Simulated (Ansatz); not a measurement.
## Rb: two-dimensional strain map

Theory: Ansatz, DFT PBEsol, scalar-relativistic, plane waves, PAW. Settings: plane waves to 420 eV, k-mesh 12×12×12 (Γ-centred), Gaussian smearing 0.15 eV. No spin polarisation. Energies are free energies at this smearing, counted from the undisturbed cell; pressure is positive in compression.

Reference structure (as given, not relaxed at this level; it stands at -0.1 GPa):

```
Rb
1.0
    -2.80600    2.80600    2.80600
     2.80600   -2.80600    2.80600
     2.80600    2.80600   -2.80600
Rb
1
Direct
  0.00000 0.00000 0.00000
```

The cell is strained by p along both x and y and by q along z, fractional coordinates fixed. Points are written (p, q).

Energy above the undisturbed cell in meV/atom (a dash: not computed):

```csv
p \ q,-0.080,-0.040,0.000,0.040,0.080
-0.080,46.5,30.0,17.9,?,3.7
-0.040,?,8.1,2.6,0.2,0.1
0.000,3.3,0.0,0.0,2.6,7.1
0.040,1.6,2.8,7.3,?,22.2
0.080,9.5,?,22.1,32.1,43.5
```

Problem. Fill in the withheld energies.

Solution. (-0.080, 0.040): 9.4; (-0.040, -0.080): 17.3; (0.040, 0.040): 13.9; (0.080, -0.040): 14.2.